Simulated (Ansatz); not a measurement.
CrAgO₂:
```
CELL_PARAMETERS angstrom
      1.49516     0.86323     6.18420
     -1.49516     0.86323     6.18420
      0.00000    -1.72646     6.18420
ATOMIC_POSITIONS crystal
  Cr 0.50000 0.50000 0.50000
  Ag 0.00000 0.00000 0.00000
  O  0.88678 0.88678 0.88678
  O  0.11322 0.11322 0.11322
```
The run is spin-polarised; directions of the spins, atom by atom: ↑ 0 0 0.

Relaxed with r²SCAN. Special points in fractions of this cell's reciprocal vectors: Γ (0.000, 0.000, 0.000); T (0.500, 0.500, 0.500); H2 (0.820, 0.180, 0.500); H0 (0.500, -0.180, 0.180); L (0.500, 0.000, 0.000); S0 (0.340, -0.340, 0.000); S2 (0.660, 0.000, 0.340); F (0.500, 0.000, 0.500).

Task: List the band energies nearest the valence-band maximum at these points for the program Ansatz at the r²SCAN level (PAW).

Result: In eV from the valence-band maximum; about four levels below and three above (degenerate sets whole), none deeper than 8.9 eV; points with the same levels are listed once.

```
k                             below           above
----  -----------------------------  --------------
Γ ↑   -2.32 -2.32 -1.23 -1.23 -0.92  1.87 3.84 3.84
T ↑   -1.72 -1.72 -1.26 -1.26 -0.13  2.77 3.73 3.73
H2 ↑        -1.59 -1.20 -0.37 -0.03  3.27 3.29 5.70
L ↑         -1.17 -0.95 -0.73 -0.46  2.89 3.41 3.68
S0 ↑        -1.59 -1.20 -0.35 -0.04  3.27 3.28 5.99
F ↑         -2.04 -0.72 -0.67 -0.18  2.98 3.22 3.80
Γ ↓         -3.04 -3.04 -2.30 -2.30  1.24 3.09 3.09
T ↓         -3.83 -3.83 -1.70 -1.70  2.85 3.09 3.09
H2 ↓        -3.76 -3.23 -2.67 -1.16  3.32 3.93 3.96
L ↓         -2.98 -2.81 -2.48 -0.91  2.20 3.56 4.06
S0 ↓        -3.68 -3.29 -2.67 -1.16  3.31 3.94 3.96
F ↓         -3.44 -2.93 -2.81 -1.22  2.91 3.09 4.05
```

Space group R-3m. The first step of the workflow began from a Materials Project structure, measured or hypothetical; the Crystallography Open Database files this formula in space group No. 166, but the cells were not matched. Whether it is the stable phase at ambient conditions was not checked. The r²SCAN relaxation kept the symmetry of its start; its stability against distortions is not shown here. Spin order of the final state: ferromagnetic, the only order run, not a proven ground state. Other orbital occupations within this spin state were not tried. No Hubbard U is applied. Spin–orbit coupling is left out wherever it is not named.

Potentials: the later of the program's two PAW sets.
